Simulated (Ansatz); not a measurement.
Y2C:
```xyz
3
Lattice="1.7805 1.0280 6.0934 -1.7805 1.0280 6.0934 0.0000 -2.0559 6.0934" Properties=species:S:1:pos:R:3 pbc="T T T"
Y      0.0000     0.0000    13.5240
Y      0.0000     0.0000     4.7562
C      0.0000     0.0000     0.0000
```

Relaxed with PBEsol. Special points in fractions of this cell's reciprocal vectors: Γ (0.000, 0.000, 0.000); T (0.500, 0.500, 0.500); H2 (0.814, 0.186, 0.500); H0 (0.500, -0.186, 0.186); L (0.500, 0.000, 0.000); S0 (0.343, -0.343, 0.000); S2 (0.657, 0.000, 0.343); F (0.500, 0.000, 0.500).

Question: List the band energies nearest the Fermi level at these points for the program Ansatz at the PBEsol level (PAW).

Answer: In eV from the Fermi level; about four levels below and three above (degenerate sets whole), none deeper than 8.9 eV; points with the same levels are listed once.

| k | below | above |
|---|---|---|
| Γ | -3.51 -1.94 -1.37 -1.37 | 2.08 2.16 2.16 |
| T | -4.05 -1.32 -1.32 -0.78 | 0.94 2.33 2.33 |
| H2 | -8.45 -2.26 -2.21 -1.42 | 0.11 0.54 1.29 |
| L | -1.58 -1.17 -0.34 -0.04 | 0.87 3.54 3.94 |
| S0 | -8.44 -2.25 -2.19 -1.41 | 0.08 0.54 1.34 |
| F | -1.46 -1.27 -0.51 -0.02 | 1.41 3.66 4.49 |

Space group R-3m. The first step of the workflow began from a Materials Project structure, measured or hypothetical; the Crystallography Open Database files this formula in space group No. 166, but the cells were not matched. Whether it is the stable phase at ambient conditions was not checked. The PBEsol relaxation kept the symmetry of its start; whether a distortion lowers the energy is not shown. No spin polarisation was allowed. Scalar-relativistic: spin–orbit coupling is off unless named, which matters more the heavier the elements.

Potentials: the later of the program's two PAW sets.
